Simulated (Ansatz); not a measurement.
## LiGa: sound and stiffness along [100], [110] and [111]

The calculation used DFT LDA, scalar-relativistic, plane waves, PAW (Ansatz). Plane waves to 420 eV; Γ-centred k mesh 12×12×12; Fermi-Dirac smearing of 0.15 eV. No spin polarisation.

Equilibrium structure at this level:
```
CELL_PARAMETERS angstrom
0.00000 3.02751 3.02751
3.02751 0.00000 3.02751
3.02751 3.02751 0.00000
ATOMIC_POSITIONS crystal
Li 0.00000 0.00000 0.00000
Li 0.25000 0.25000 0.25000
Ga 0.50000 0.50000 0.50000
Ga 0.75000 0.75000 0.75000
```

In a metal, frequencies and elastic constants depend on the k mesh and the smearing, soft modes and shear constants most.

With ions relaxed, on the cubic axes: C11 = 78.1, C12 = 41.2, C44 = 57.6 GPa. The density is 4.588 g/cm³.

Question: Is the crystal stable against strain, and how anisotropic is it?

Answer: Born's conditions hold: C11 + 2C12 = 160.5, C11 − C12 = 37.0 and C44 = 57.6 GPa are all positive. B = (C11 + 2C12)/3 = 53.5 GPa. The two shear moduli are C44 and C′ = (C11 − C12)/2 = 18.5 GPa, so Zener's ratio is A = C44/C′ = 3.12: the tetragonal shear C′ is the soft one, as in many fcc and bcc metals and zincblende crystals. The Cauchy pressure C12 − C44 is -16.4 GPa; it would vanish for pair forces between atoms on inversion centres at zero pressure, and a negative value is usual with directional bonding, though many-body forces give one in some ionic oxides too.

Question: Give the sound speeds along the three symmetry directions.

Answer: The Christoffel equation gives ρv² for each branch:
```csv
direction,branch,ρv²,GPa,v (m/s)
[100],L,C11,78.1,4127
[100],T (×2),C44,57.6,3543
[110],L,(C11 + C12 + 2C44)/2,117.2,5055
[110],"T, u ∥ [001]",C44,57.6,3543
[110],"T, u ∥ [1-10]",(C11 − C12)/2,18.5,2007
[111],L,(C11 + 2C12 + 4C44)/3,130.3,5329
[111],T (×2),(C11 − C12 + C44)/3,31.5,2621
```

Question: How does Young's modulus depend on direction?

Answer: Inverting gives S11 = 20.115, S12 = -6.942, S44 = 17.367 TPa⁻¹. Along a unit vector (l, m, n), 1/E = S11 − 2(S11 − S12 − S44/2)(l²m² + m²n² + n²l²), where the last bracket is 0, 1/4 and 1/3 for [100], [110] and [111]: E = 50, 92 and 127 GPa. With A > 1 the body diagonal is stiffest. For a film on (001), the biaxial modulus is C11 + C12 − 2C12²/C11 = 76 GPa and the normal strain is −2C12/C11 = -1.05 times the in-plane one.